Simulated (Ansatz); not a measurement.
LaSb:
```
LaSb
1.0
    0.00000     3.20046     3.20046
    3.20046     0.00000     3.20046
    3.20046     3.20046     0.00000
La Sb
1 1
Direct
  0.00000   0.00000   0.00000
  0.50000   0.50000   0.50000
```

This is the LDA-relaxed structure.

Problem. All from DFT-LDA in the program Ansatz with PAW potentials, unless another level is named. Predict the highest zone-centre frequency.

Solution. 3.88 THz.

Problem. Predict the Poisson's ratio.

Solution. 0.27.

Space group Fm-3m (rock salt). The first step of the workflow began from a Materials Project structure, measured or hypothetical; the Crystallography Open Database files this formula in space group No. 225, but the cells were not matched. Its standing as an ambient phase is unchecked. Symmetry was held in the LDA relaxation; of distortions, only those at the zone centre were tested. As this level gives no gap, phonon frequencies hold no LO–TO term and depend on the k-mesh and smearing (Fermi–Dirac, 0.1 eV here). Scalar-relativistic: spin–orbit coupling is off unless named, which matters more the heavier the elements.

Potentials: the later of the program's two PAW sets.
